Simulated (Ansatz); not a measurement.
LaCo2Si2 in space group I4/mmm (No. 139; La on 2a, Co on 4d, Si on 4e), PBE in the plane-wave PAW code Ansatz, all energies at zero smearing, with the estimated change up to a 700 eV cutoff added, with one set of potentials and settings (totals compare only within such a set). Cell of 5 atoms (1 La, 2 Co, 2 Si): -17777.647 eV.

```
element                                reference phase  E (eV/atom)
-------  ---------------------------------------------  -----------
La                       P6_3/mmc, 4 atoms in the cell   -6250.0953
Co       P6_3/mmc, 2 atoms in the cell, spin-polarised   -5126.1559
Si                          Fd-3m, 2 atoms in the cell    -635.8096
```

Formation energy per atom, worked out: (-17777.647 − 1×(-6250.0953) − 2×(-5126.1559) − 2×(-635.8096))/5 = -0.724 eV/atom (-70 kJ per mol of atoms), at 0 K, without zero-point energy or fitted corrections.

The workflow started from a Materials Project entry (that database holds measured and hypothetical structures alike); the Crystallography Open Database files this formula in space group No. 139, but the cells were not matched. Its standing as an ambient phase is unchecked. The PBE relaxation kept the symmetry of its start; its stability against distortions is not shown here. The workflow began spin-polarised and lost its moments. The references are the lowest solids computed at this level, not always the standard phases. Spin–orbit coupling is left out wherever it is not named.

Potentials: the later of the program's two PAW sets.
